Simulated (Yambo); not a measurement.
RbAuS2O8: lowest vertical excitons

```
CELL_PARAMETERS angstrom
      4.35617     0.00000     0.00000
      1.39750     4.97565     0.00000
      0.26668     2.04379     8.79950
ATOMIC_POSITIONS crystal
  O  0.47662 0.63334 0.24249
  O  0.52338 0.36666 0.75751
  O  0.67998 0.03814 0.14222
  O  0.32002 0.96186 0.85778
  O  0.77904 0.76512 0.41079
  O  0.22096 0.23488 0.58921
  O  0.74816 0.91126 0.68973
  O  0.25184 0.08874 0.31027
  S  0.44936 0.12347 0.73113
  S  0.55064 0.87653 0.26887
  Rb 0.00000 0.50000 0.00000
  Au 0.00000 0.00000 0.50000
```

The geometry is that of Materials Project entry mp-555741, symmetrised and not relaxed again.

BSE in Yambo on LDA (Quantum ESPRESSO, PseudoDojo norm-conserving, 84 Ry, no spin-orbit coupling) bands: 6×4×2 mesh, 25 valence and 7 conduction bands, static screening with 114 bands and a 3 Ry block, scissor 2.25 eV, Tamm-Dancoff; field along x.

```json
[
 {"state": "1", "energy (eV)": "2.03", "states within 2 meV": "1", "relative strength": "< 0.01", "class": "dark", "main transitions": "VB → CB (77 %)"},
 {"state": "2", "energy (eV)": "2.72", "states within 2 meV": "1", "relative strength": "< 0.01", "class": "dark", "main transitions": "several band pairs"},
 {"state": "3", "energy (eV)": "2.77", "states within 2 meV": "1", "relative strength": "0.01", "class": "weak", "main transitions": "VB−1 → CB (83 %)"},
 {"state": "4", "energy (eV)": "2.91", "states within 2 meV": "1", "relative strength": "0.01", "class": "weak", "main transitions": "VB → CB (72 %)"},
 {"state": "5", "energy (eV)": "2.95", "states within 2 meV": "1", "relative strength": "< 0.01", "class": "dark", "main transitions": "several band pairs"},
 {"state": "6", "energy (eV)": "3.06", "states within 2 meV": "1", "relative strength": "< 0.01", "class": "dark", "main transitions": "several band pairs"},
 {"state": "7", "energy (eV)": "3.29", "states within 2 meV": "1", "relative strength": "0.02", "class": "weak", "main transitions": "several band pairs"},
 {"state": "8", "energy (eV)": "3.30", "states within 2 meV": "1", "relative strength": "< 0.01", "class": "weak", "main transitions": "several band pairs"}
]
```

These are vertical excitations (zero momentum); the indirect quasiparticle gap, about 3.78 eV, is smaller than the direct one (3.95 eV on the GW mesh). The direct quasiparticle gap on this mesh is 3.95 eV; counted from there, state 1 is bound by 1.92 eV. On a 2×2×1 mesh the same difference is 2.00 eV.

Spin singlets only. Strengths are relative to the strongest of the lowest states of this run; strong means a line over 3 % of the spectrum's maximum, dark under 0.03 %. Absolute energies carry the error of the G0W0 scissor, whose convergence isn't established; the long-wavelength screening was taken along (1,1,1) although the crystal is anisotropic.

Spin-orbit coupling is left out, which matters for elements this heavy: edges can move by tenths of an eV.
